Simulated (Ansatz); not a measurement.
**Step by step: Si$_{2}$W, 30 steps of 2.0 fs from 800 K**

All numbers below come from DFT, PBE, all-electron LAPW, scalar-relativistic in Ansatz 0.2.0.

Command: `ansatz run input.yaml --threads 2 --pin off --max-ram 6144MiB --backend cpu --events-out ev --progress --plain --runs-dir out` The run took 20 min on 2 threads of Arm Neoverse V2 (shared host), peak memory 0.74 GiB.

```yaml
crystal:
  lattice:
    - [-1.6069, 1.6069, 3.91495]
    - [1.6069, -1.6069, 3.91495]
    - [1.6069, 1.6069, -3.91495]
  atoms:
    - { symbol: Si, position: [0.3347, 0.3347, 0.0] }
    - { symbol: Si, position: [0.6653, 0.6653, 0.0] }
    - { symbol: W, position: [0.0, 0.0, 0.0] }
kpoints:
  mp_grid: { grid: [6, 6, 8] }
scf:
  occupations: { method: fermi_dirac, width: 0.08 }
hamiltonian:
  xc: pbe
  pseudopotentials: { kind: all_electron, lapw: { basis_error: 0.001 } }
output:
  forces: true
  stress: true
md:
  timestep: 2.0
  n_steps: 30
  ensemble: nvt_langevin
  temperature: 800
  initial_velocities: maxwell_boltzmann
  seed: 434387
```

No spin–orbit coupling, which matters for the heavy atoms here.

The geometry is COD entry 1532195, unchecked; take it as a test cell.

Each frame lists Cartesian positions (Å) and forces (eV/Å). Free energies count from the first step, -454987.7723 eV.

Step 0 (t = 0.0 fs): E = 0.0 meV, T = 533 K

```
Si    0.0000    0.0000    2.6207     0.003   0.003  -0.051
Si    0.0000    0.0000    5.2092    -0.003  -0.003   0.051
W     0.0000    0.0000    0.0000     0.000   0.000   0.000
```

Step 1 (t = 2.0 fs): E = +2.9 meV, T = 606 K

```
Si   -0.0028   -0.0162    2.6085     0.057   0.160   0.149
Si    0.0108    0.0025    5.2140    -0.110  -0.067  -0.102
W    -0.0010    0.0020   -0.0004     0.053  -0.092  -0.048
```

Step 2 (t = 4.0 fs): E = +13.3 meV, T = 563 K

```
Si   -0.0054   -0.0314    2.5953     0.116   0.310   0.348
Si    0.0222    0.0061    5.2184    -0.225  -0.143  -0.262
W    -0.0020    0.0040   -0.0020     0.110  -0.168  -0.086
```

Step 3 (t = 6.0 fs): E = +29.7 meV, T = 409 K

```
Si   -0.0081   -0.0454    2.5839     0.176   0.449   0.528
Si    0.0331    0.0105    5.2232    -0.335  -0.230  -0.411
W    -0.0028    0.0051   -0.0031     0.159  -0.219  -0.117
```

Step 4 (t = 8.0 fs): E = +50.0 meV, T = 358 K

```
Si   -0.0112   -0.0563    2.5735     0.247   0.557   0.702
Si    0.0434    0.0146    5.2289    -0.441  -0.315  -0.565
W    -0.0027    0.0050   -0.0040     0.194  -0.242  -0.137
```

Step 5 (t = 10.0 fs): E = +71.6 meV, T = 245 K

```
Si   -0.0145   -0.0643    2.5649     0.326   0.640   0.845
Si    0.0537    0.0178    5.2344    -0.543  -0.384  -0.707
W    -0.0019    0.0047   -0.0055     0.217  -0.256  -0.138
```

Step 6 (t = 12.0 fs): E = +90.3 meV, T = 152 K

```
Si   -0.0177   -0.0722    2.5614     0.400   0.720   0.916
Si    0.0628    0.0193    5.2389    -0.635  -0.436  -0.804
W    -0.0011    0.0047   -0.0067     0.235  -0.284  -0.111
```

Step 7 (t = 14.0 fs): E = +104.3 meV, T = 132 K

```
Si   -0.0212   -0.0779    2.5623     0.473   0.785   0.922
Si    0.0715    0.0210    5.2419    -0.723  -0.476  -0.851
W    -0.0006    0.0051   -0.0073     0.251  -0.309  -0.071
```

Step 8 (t = 16.0 fs): E = +113.2 meV, T = 148 K

```
Si   -0.0239   -0.0829    2.5676     0.534   0.851   0.862
Si    0.0793    0.0237    5.2430    -0.796  -0.516  -0.845
W     0.0003    0.0059   -0.0076     0.262  -0.335  -0.017
```

Step 9 (t = 18.0 fs): E = +117.6 meV, T = 158 K

```
Si   -0.0249   -0.0872    2.5761     0.574   0.902   0.753
Si    0.0862    0.0249    5.2439    -0.850  -0.540  -0.817
W     0.0011    0.0058   -0.0081     0.276  -0.362   0.063
```

Step 10 (t = 20.0 fs): E = +116.1 meV, T = 302 K

```
Si   -0.0258   -0.0880    2.5885     0.605   0.905   0.595
Si    0.0927    0.0221    5.2462    -0.891  -0.516  -0.781
W     0.0014    0.0047   -0.0092     0.286  -0.390   0.186
```

Step 11 (t = 22.0 fs): E = +110.5 meV, T = 387 K

```
Si   -0.0267   -0.0860    2.6047     0.628   0.872   0.379
Si    0.0985    0.0162    5.2481    -0.917  -0.451  -0.712
W     0.0017    0.0034   -0.0105     0.289  -0.421   0.333
```

Step 12 (t = 24.0 fs): E = +104.4 meV, T = 415 K

```
Si   -0.0274   -0.0822    2.6226     0.638   0.818   0.137
Si    0.1028    0.0085    5.2490    -0.928  -0.363  -0.608
W     0.0018    0.0025   -0.0113     0.289  -0.454   0.471
```

Step 13 (t = 26.0 fs): E = +99.7 meV, T = 439 K

```
Si   -0.0279   -0.0768    2.6412     0.638   0.748  -0.113
Si    0.1041    0.0002    5.2503    -0.910  -0.265  -0.503
W     0.0022    0.0020   -0.0120     0.272  -0.483   0.617
```

Step 14 (t = 28.0 fs): E = +97.5 meV, T = 335 K

```
Si   -0.0273   -0.0713    2.6585     0.624   0.678  -0.348
Si    0.1032   -0.0083    5.2516    -0.874  -0.169  -0.404
W     0.0029    0.0017   -0.0126     0.250  -0.508   0.752
```

Step 15 (t = 30.0 fs): E = +95.5 meV, T = 518 K

```
Si   -0.0242   -0.0655    2.6756     0.572   0.602  -0.592
Si    0.0995   -0.0177    5.2513    -0.813  -0.065  -0.269
W     0.0031    0.0020   -0.0123     0.242  -0.537   0.861
```

Step 16 (t = 32.0 fs): E = +93.7 meV, T = 547 K

```
Si   -0.0190   -0.0562    2.6930     0.482   0.491  -0.846
Si    0.0926   -0.0266    5.2492    -0.734   0.039  -0.097
W     0.0022    0.0019   -0.0114     0.252  -0.530   0.943
```

Step 17 (t = 34.0 fs): E = +94.2 meV, T = 558 K

```
Si   -0.0130   -0.0424    2.7080     0.378   0.341  -1.046
Si    0.0850   -0.0331    5.2497    -0.655   0.129   0.022
W     0.0004    0.0015   -0.0105     0.277  -0.470   1.024
```

Step 18 (t = 36.0 fs): E = +97.5 meV, T = 612 K

```
Si   -0.0059   -0.0257    2.7209     0.262   0.170  -1.217
Si    0.0763   -0.0368    5.2508    -0.573   0.201   0.112
W    -0.0017    0.0014   -0.0099     0.311  -0.371   1.104
```

Step 19 (t = 38.0 fs): E = +106.3 meV, T = 571 K

```
Si    0.0002   -0.0088    2.7335     0.148   0.002  -1.387
Si    0.0662   -0.0381    5.2518    -0.487   0.254   0.196
W    -0.0042    0.0017   -0.0094     0.339  -0.257   1.191
```

Step 20 (t = 40.0 fs): E = +118.9 meV, T = 491 K

```
Si    0.0054    0.0078    2.7443     0.046  -0.162  -1.518
Si    0.0578   -0.0390    5.2545    -0.421   0.303   0.241
W    -0.0071    0.0025   -0.0087     0.375  -0.141   1.277
```

Step 21 (t = 42.0 fs): E = +132.5 meV, T = 551 K

```
Si    0.0121    0.0241    2.7530    -0.072  -0.321  -1.616
Si    0.0501   -0.0398    5.2573    -0.361   0.352   0.273
W    -0.0103    0.0039   -0.0071     0.433  -0.031   1.343
```

Step 22 (t = 44.0 fs): E = +147.9 meV, T = 373 K

```
Si    0.0187    0.0384    2.7612    -0.190  -0.460  -1.708
Si    0.0426   -0.0403    5.2595    -0.304   0.394   0.312
W    -0.0134    0.0055   -0.0050     0.494   0.066   1.396
```

Step 23 (t = 46.0 fs): E = +159.4 meV, T = 212 K

```
Si    0.0230    0.0487    2.7667    -0.274  -0.561  -1.775
Si    0.0370   -0.0402    5.2598    -0.268   0.421   0.370
W    -0.0161    0.0063   -0.0021     0.542   0.140   1.406
```

Step 24 (t = 48.0 fs): E = +165.0 meV, T = 183 K

```
Si    0.0243    0.0555    2.7706    -0.319  -0.628  -1.809
Si    0.0326   -0.0389    5.2604    -0.245   0.429   0.413
W    -0.0184    0.0063    0.0015     0.564   0.199   1.396
```

Step 25 (t = 50.0 fs): E = +168.7 meV, T = 239 K

```
Si    0.0243    0.0615    2.7740    -0.349  -0.680  -1.836
Si    0.0287   -0.0361    5.2607    -0.232   0.426   0.463
W    -0.0209    0.0065    0.0055     0.581   0.254   1.373
```

Step 26 (t = 52.0 fs): E = +171.1 meV, T = 281 K

```
Si    0.0248    0.0683    2.7761    -0.386  -0.731  -1.861
Si    0.0240   -0.0323    5.2589    -0.214   0.422   0.539
W    -0.0235    0.0073    0.0100     0.600   0.309   1.322
```

Step 27 (t = 54.0 fs): E = +168.5 meV, T = 247 K

```
Si    0.0247    0.0748    2.7756    -0.410  -0.772  -1.849
Si    0.0191   -0.0286    5.2566    -0.195   0.420   0.605
W    -0.0256    0.0084    0.0148     0.605   0.352   1.244
```

Step 28 (t = 56.0 fs): E = +158.2 meV, T = 371 K

```
Si    0.0255    0.0785    2.7706    -0.440  -0.778  -1.786
Si    0.0136   -0.0257    5.2521    -0.171   0.424   0.670
W    -0.0279    0.0101    0.0198     0.611   0.354   1.116
```

Step 29 (t = 58.0 fs): E = +144.2 meV, T = 316 K

```
Si    0.0282    0.0804    2.7624    -0.491  -0.762  -1.680
Si    0.0069   -0.0232    5.2472    -0.133   0.430   0.711
W    -0.0305    0.0123    0.0243     0.624   0.332   0.969
```

Step 30 (t = 60.0 fs): E = +128.8 meV, T = 377 K

```
Si    0.0316    0.0808    2.7532    -0.547  -0.731  -1.542
Si    0.0018   -0.0198    5.2446    -0.106   0.426   0.703
W    -0.0338    0.0146    0.0284     0.653   0.305   0.839
```

(1) What is the mean temperature over the last 16 frames?

Answers

(1) 403 K; so short a run of so small a cell isn't equilibrated.
